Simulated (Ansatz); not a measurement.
In r²SCAN (plane waves, PAW; program Ansatz), BaInHO2 in the tetragonal phase (P4/mmm; Ba on 1d, In on 1a, O on 2f, H on 1b) relaxes to a = 4.297 Å, c = 3.919 Å. Ba has 12 nearest neighbours from 2.91 Å (cuboctahedral); In has 6 nearest neighbours from 1.96 Å (octahedral). Against the elements it lies at -1.75 eV/atom, with no fitted shifts.

The Kohn–Sham gap is 1.31 eV (indirect). The valence maximum lies at A and the conduction minimum at Z. The screened hybrid HSE06 puts the gap at 2.03 eV. Gap from r²SCAN with spin–orbit coupling: 1.31 eV. Electrons at the band edge weigh 0.22, 0.23, 0.23 mₑ (principal values).

The bulk modulus is 106 GPa. The relaxed-ion elastic constants in GPa are C11 = 219, C12 = 86.4, C13 = 56.9, C33 = 158, C44 = 56.0, C66 = 80.8. The elastic constants imply a Debye temperature near 424 K. Bader charges are Ba +1.56, In +1.75, O -1.38, H -0.54 e.

The start of the workflow was typed in or built on a structure type; neither database checked (COD, Materials Project) lists it. Whether it is the stable phase at ambient conditions was not checked. The r²SCAN relaxation kept the symmetry of its start; whether a distortion lowers the energy is not shown. The references are the lowest solids computed at this level, not always the standard phases (solids in place of the gases). Scalar-relativistic: spin–orbit coupling is off unless named, which matters more the heavier the elements.

Potentials: the earlier of the program's two PAW sets. The files were generated under PBE; for other functionals the program regenerates the frozen cores, and for LDA and PBEsol the local potential too.
